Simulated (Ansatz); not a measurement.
Ir:
```cif
data_Ir2
_chemical_formula_sum 'Ir2'
_space_group_name_H-M_alt 'Im-3m'
_space_group_IT_number 229
_space_group_name_Hall '-I 4 2 3'
_cell_length_a 3.08804
_cell_length_b 3.08804
_cell_length_c 3.08804
_cell_angle_alpha 90.000
_cell_angle_beta 90.000
_cell_angle_gamma 90.000
loop_
_atom_site_label
_atom_site_type_symbol
_atom_site_symmetry_multiplicity
_atom_site_Wyckoff_symbol
_atom_site_fract_x
_atom_site_fract_y
_atom_site_fract_z
_atom_site_occupancy
Ir1 Ir 2 a 0.00000 0.00000 0.00000 1
```
(The calculation used a cell of 1 atom; values per cell refer to that cell.)

Relaxed with r²SCAN.

Q: Tabulate the valence density and the electron localisation function along the shortest Ir–Ir contact (2.67 Å), r²SCAN in the plane-wave PAW code Ansatz.

A: 

```
distance from Ir (Å)  density (e/Å³)   ELF
--------------------  --------------  ----
0.27                            9.03  0.49
0.40                            7.72  0.55
0.53                            5.79  0.57
0.67                            3.70  0.53
0.80                            2.00  0.45
0.94                            1.04  0.35
1.07                            0.67  0.31
1.20                            0.50  0.33
1.34                            0.46  0.36
1.47                            0.50  0.33
1.60                            0.67  0.31
1.74                            1.04  0.35
1.87                            2.00  0.45
2.01                            3.70  0.53
2.14                            5.79  0.57
2.27                            7.72  0.55
2.41                            9.03  0.49
```

The density is the valence pseudo-density with augmentation charge, so density and ELF within about 1 Å of a nucleus are not all-electron values.

The start of the workflow was typed in or built on a structure type; neither database checked (COD, Materials Project) lists it. It is not the phase usual at ambient conditions (space group No. 225). Symmetry was held in the r²SCAN relaxation. At this level the phase is mechanically unstable. No spin polarisation was allowed. Spin–orbit coupling is left out wherever it is not named.

Potentials: the earlier of the program's two PAW sets.
